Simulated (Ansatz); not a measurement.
SiO2 (rutile)

```yaml
crystal:
  lattice:
    - [4.23588, 0.00000, 0.00000]
    - [0.00000, 4.23588, 0.00000]
    - [0.00000, 0.00000, 2.68991]
  atoms:
    - { symbol: Si, position: [0.50000, 0.50000, 0.50000] }
    - { symbol: Si, position: [0.00000, 0.00000, 0.00000] }
    - { symbol: O, position: [0.80699, 0.80699, 0.50000] }
    - { symbol: O, position: [0.30699, 0.69301, 0.00000] }
    - { symbol: O, position: [0.69301, 0.30699, 0.00000] }
    - { symbol: O, position: [0.19301, 0.19301, 0.50000] }
```

The atoms are displaced by Q × the pattern below (from a DFPT mode at Γ, largest move 1; Q in Å), at fixed cell.

```tsv
atom	x	y	z
O3	0.707	0.707	0.000
O4	-0.707	0.707	0.000
O5	0.707	-0.707	0.000
O6	-0.707	-0.707	0.000
```

Atoms not listed stay in place.

All values below come from PBE (plane waves to 420 eV, PAW, scalar-relativistic; Ansatz, a first-principles code). k mesh 8×8×12 (Γ-centred), Fermi-Dirac smearing 0.05 eV. SiO2 was relaxed with its symmetry unable to fall. The PAW data are Ansatz's earlier set.

At one point of the scan the forces (eV/Å) are:

```json
[
 {"atom": "Si1", "Fx": "0.000", "Fy": "0.000", "Fz": "0.000"},
 {"atom": "Si2", "Fx": "0.000", "Fy": "0.000", "Fz": "0.000"},
 {"atom": "O3", "Fx": "6.044", "Fy": "6.044", "Fz": "0.000"},
 {"atom": "O4", "Fx": "-6.925", "Fy": "6.925", "Fz": "0.000"},
 {"atom": "O5", "Fx": "6.925", "Fy": "-6.925", "Fz": "0.000"},
 {"atom": "O6", "Fx": "-6.044", "Fy": "-6.044", "Fz": "0.000"}
]
```

Q: Which point is it?
(A) Q = -0.030 Å
(B) Q = -0.180 Å
(C) Q = -0.090 Å
(D) Q = -0.060 Å

A: B, Q = -0.180 Å

(A displaced cell: forces are minus the slopes of the energy, force constants its curvatures, and phonons follow from these.)
